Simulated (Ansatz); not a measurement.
Computed with DFT PBE, scalar-relativistic, plane waves, PAW in Ansatz 0.2.0. Settings: cutoff 420 eV, Γ-centred meshes spaced at most about 0.3 Å⁻¹, and about 0.25 Å⁻¹ or finer for metals (2π included), Gaussian smearing. No spin polarisation in the final relaxations.

Temperature and zero-point effects are left out. All come from trial cells, and lower structures may exist.

Task: These unrelaxed guesses for Zn₂CdTe₃ are each relaxed within their symmetry. Order them by the energy at which they end, lowest first.
A.

```
CELL_PARAMETERS angstrom
3.41950 1.97425 4.74075
-3.41950 1.97425 4.74075
0.00000 -3.94850 4.74075
ATOMIC_POSITIONS crystal
Zn 0.92874 0.92874 0.92874
Zn 0.07126 0.07126 0.07126
Cd 0.50000 0.50000 0.50000
Te 0.50000 0.50000 0.00000
Te 0.00000 0.50000 0.50000
Te 0.50000 0.00000 0.50000
```

B.

```
CELL_PARAMETERS angstrom
5.10831 0.00000 0.00000
-2.55416 4.42393 0.00000
0.00000 0.00000 8.51229
ATOMIC_POSITIONS crystal
Zn 0.00000 0.00000 0.61725
Zn 0.00000 0.00000 0.38275
Cd 0.00000 0.00000 0.00000
Te 0.50000 0.00000 0.00000
Te 0.00000 0.50000 0.00000
Te 0.50000 0.50000 0.00000
```

C.

```
CELL_PARAMETERS angstrom
-2.85164 2.85164 4.98519
2.85164 -2.85164 4.98519
2.85164 2.85164 -4.98519
ATOMIC_POSITIONS crystal
Zn 0.72078 0.72078 0.00000
Zn 0.27922 0.27922 0.00000
Cd 0.50000 0.50000 0.00000
Te 0.75000 0.25000 0.50000
Te 0.25000 0.75000 0.50000
Te 0.00000 0.00000 0.00000
```

D.

```
CELL_PARAMETERS angstrom
4.61613 0.00000 0.00000
0.00000 4.61613 0.00000
0.00000 0.00000 7.74406
ATOMIC_POSITIONS crystal
Zn 0.50000 0.00000 0.14810
Zn 0.00000 0.50000 0.14810
Cd 0.00000 0.00000 0.66835
Te 0.00000 0.00000 0.21195
Te 0.50000 0.00000 0.82577
Te 0.00000 0.50000 0.82577
```

Result: D (ends in P4mm, 0 meV/atom), C (ends in I4/mmm, 54 meV/atom), A (ends in R-3m, 115 meV/atom), B (ends in P6/mmm, 0.34 eV/atom). Even the lowest end lies +0.06 eV/atom against the elements.

These runs have no spin–orbit coupling, which can matter for Te. Cells relaxed within their symmetry can be saddle points. Some candidate types were left out of the draw beforehand, so a known form may be missing.
